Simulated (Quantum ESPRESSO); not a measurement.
**Kohn-Sham bands of TiS (P-6m2)**

```
TiS
1.0
    3.26717     0.00000     0.00000
   -1.63358     2.82945     0.00000
    0.00000     0.00000     3.21706
Ti S
1 1
Direct
  0.66667   0.33333   0.00000
  0.00000   0.00000   0.50000
```

Structure: Materials Project mp-1018028, symmetrised, not relaxed again. Not found in the COD (Crystallography Open Database) copy used, which has the formula in other groups; not checked further. Method: PBEsol plane waves in Quantum ESPRESSO 7.5 (PseudoDojo norm-conserving files, 68 Ry, no spin polarisation, no spin-orbit coupling), Bloch states on a 12×12×10 mesh through Γ, Wannier90 4.0.1. Density: 12×12×10 mesh, cold smearing 0.01 Ry. A non-magnetic state is assumed, with no Hubbard U on the 3d ions.

Task: List the Kohn-Sham levels between −8 and 3.0 eV relative to the Fermi level at the high-symmetry points, as a band run of pw.x on that density gives them (levels within 2 meV counted together).

Result: 
| point | k (reciprocal lattice) | levels (eV) |
|---|---|---|
| Γ | 0.000 0.000 0.000 | -3.13 (×2), -2.71, -2.14, 1.31 (×2), 2.65 (×2) |
| M | 0.500 0.000 0.000 | -7.48, -3.72, -2.99, -1.83, 0.83, 2.17, 2.26 |
| K | 0.333 0.333 0.000 | -6.53, -5.88, -3.67, 0.04, 0.60, 1.14, 1.29 |
| A | 0.000 0.000 0.500 | -7.91, -2.59 (×2), -0.04 (×2), 1.74, 1.87 (×2) |
| L | 0.500 0.000 0.500 | -6.33, -6.20, -4.21, -0.62, 2.04, 2.29, 2.42 |
| H | 0.333 0.333 0.500 | -6.42, -6.15, -4.76, -0.13, 2.11, 2.36 |
